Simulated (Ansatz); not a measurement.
This guess for Si5C is about to be relaxed.

```cif
data_structure
_symmetry_space_group_name_H-M 'P 1'
_symmetry_Int_Tables_number 1
_cell_length_a 4.7882
_cell_length_b 4.7882
_cell_length_c 4.4721
_cell_angle_alpha 90.000
_cell_angle_beta 90.000
_cell_angle_gamma 120.000
_cell_volume 88.79
loop_
_atom_site_label
_atom_site_type_symbol
_atom_site_fract_x
_atom_site_fract_y
_atom_site_fract_z
_atom_site_occupancy
Si1 Si 0.33333 0.66667 0.00000 1
Si2 Si 0.66667 0.33333 0.00000 1
Si3 Si 0.66667 0.66667 0.50000 1
Si4 Si 0.33333 0.00000 0.50000 1
Si5 Si 0.00000 0.33333 0.50000 1
C1 C 0.00000 0.00000 0.00000 1
```

These are results of Ansatz 0.2.0, DFT PBE, scalar-relativistic, plane waves, PAW, not measurements. Cutoff 420 eV, Gaussian smearing, Γ-centred meshes. Cell and atoms relax first on a coarse mesh and then on a finer one. In between, the cell is made exact in the group found at 0.06 Å. In metals the finer mesh still leaves noise of several meV/atom or more. The steps can't lower the symmetry of their start. No spin polarisation in the relaxation; trial moments died out in a coarse test.

A guess keeps its type if space group and coordination stay and the shape of the cell changes little (axis ratios within about 15 %, angles within 6°); the volume may change.

Problem. Does it keep its structure type, or change into something else?

Solution. It keeps its type. The symmetry stays P-62m (No. 189). The volume per atom shrinks by 12.8 %, from 14.8 to 12.9 Å³. The shortest distance goes from 2.75 Å (Si–C and Si–Si) to 2.51 Å (Si–Si). The ratio c/a of the conventional cell changes by a factor of 1.09. Counting neighbours within 15 % of an atom's shortest distance, the start has C 12, Si 12 and the end C 12, Si 12.

The last run used a 12×12×10 mesh (in the run's order of axes) for its 6-atom cell and Gaussian smearing of 0.10 eV. Symmetry constrained the relaxation, so the result can be a saddle point. Another cell of Si5C relaxed alike, in P-6m2, lies 0.53 eV/atom lower, so this cell isn't the stable form at this level.
